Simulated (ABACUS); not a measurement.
Set-up for a self-consistent single point of Cd4Te3Se (Pm, 8 atoms in the cell; from Materials Project mp-1226783, changed as shown).

```yaml
crystal:
  lattice:
    - [4.57194, 0.00000, 0.00000]
    - [0.00000, 9.15408, 0.00000]
    - [0.00000, 0.00000, 6.43104]
  atoms:
    - { symbol: Cd, position: [0.00000, 0.00000, 0.97769] }
    - { symbol: Cd, position: [0.50000, 0.76250, 0.50901] }
    - { symbol: Cd, position: [0.50000, 0.23750, 0.50901] }
    - { symbol: Cd, position: [0.00000, 0.50000, 0.00598] }
    - { symbol: Te, position: [0.00000, 0.77307, 0.24978] }
    - { symbol: Te, position: [0.00000, 0.24332, 0.24978] }
    - { symbol: Te, position: [0.50000, 0.50000, 0.74712] }
    - { symbol: Se, position: [0.50000, 0.00000, 0.75165] }
```

All values come from this method and carry its errors: ABACUS with LDA (PW92), numerical atomic orbitals TZDP (confined pseudo-atomic orbitals with Gaussian additions; energy shift 0.01 Ry), PseudoDojo 0.4 standard norm-conserving LDA (tails mended) pseudopotentials.

ABACUS settings:

```
setting                                                               value
---------------  ----------------------------------------------------------
basis                  TZDP numerical atomic orbitals, energy shift 0.01 Ry
KPT                                                          MP 5 3 3 0 0 0
basis_type                                                             lcao
dft_functional                                                        PWLDA
ecutwfc                                                              100 Ry
smearing_method                                                    gaussian
smearing_sigma                                                0.00146997 Ry
potentials       PseudoDojo 0.4 standard norm-conserving LDA (tails mended)
symmetry                                                                  1
symmetry_prec                                                         1e-05
ks_solver                                                     scalapack_gvx
scf_nmax                                                                100
scf_thr                                                             1.0e-07
mixing_type                                                         broyden
mixing_beta                                                             0.7
```

Results:

Number of valence electrons: 144
Number of bands: 87
Number of k-points after the program's reduction: 15
Size of the basis: 312
Number of SCF iterations: 11
Free energy E − TS: -30913.9530 eV
Pressure: -3.51 GPa
Largest force (vector length): 0.911 eV/Å

Forces (eV/Å):
```
atom     Fx      Fy      Fz
----  -----  ------  ------
Cd1   0.000   0.355  -0.291
Cd2   0.000   0.027  -0.043
Cd3   0.000  -0.010  -0.030
Cd4   0.000   0.244   0.160
Te5   0.000  -0.897   0.161
Te6   0.000   0.132   0.007
Te7   0.000   0.077   0.030
Se8   0.000   0.072   0.006
```

Stress (GPa, positive for compression):
```
-3.60   0.00   0.00
 0.00  -3.50  -0.44
 0.00  -0.44  -3.43
```

For comparison: a first run was changed to give this one (atom 5 moved by +0.15 angstrom along y), and from it to this one the free energy rises by 8.3 meV/atom, the pressure hardly changes (-3.61 to -3.51 GPa) and the largest force goes from under 0.1 to 0.91 eV/Å.

Spin-orbit coupling is left out, which matters for bands and gaps with elements this heavy. The atom-centred basis is finite, which shifts total energies, pressures and forces against plane waves. The structure comes from a collection of computed structures, made at another level of theory; the collection holds predicted forms beside known ones.

Cost on one core: roughly 90 core-seconds.

The atomic orbitals were generated for these runs; they are not ABACUS's published sets and were checked against plane waves on a few crystals only.

“Tails mended”: in these copies of the files the far tail of each local potential was reset to the Coulomb form.
